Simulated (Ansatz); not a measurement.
Cs:
```xyz
1
Lattice="-3.0056 3.0056 3.0056 3.0056 -3.0056 3.0056 3.0056 3.0056 -3.0056" Properties=species:S:1:pos:R:3 pbc="T T T"
Cs     0.0000     0.0000     0.0000
```

Relaxed with PBEsol. Special points in fractions of this cell's reciprocal vectors: Γ (0.000, 0.000, 0.000); H (0.500, -0.500, 0.500); N (0.000, 0.000, 0.500); P (0.250, 0.250, 0.250).

Q: List the band energies nearest the Fermi level at these points for plane-wave PAW PBEsol (Ansatz code).

A: In eV from the Fermi level; about four levels below and three above (degenerate sets whole), none deeper than 8.9 eV; points with the same levels are listed once.

```json
[
 {"k": "Γ", "below": "-1.75", "above": "2.53 2.53 2.53"},
 {"k": "H", "below": "–", "above": "0.61 0.61 3.12 3.12 3.12"},
 {"k": "N", "below": "–", "above": "0.01 0.93 1.64"},
 {"k": "P", "below": "–", "above": "1.00 1.00 1.00"}
]
```

Space group Im-3m (bcc (W type)). The PBEsol relaxation kept the symmetry of its start. Spin–orbit coupling is left out wherever it is not named.

Potentials: the later of the program's two PAW sets.
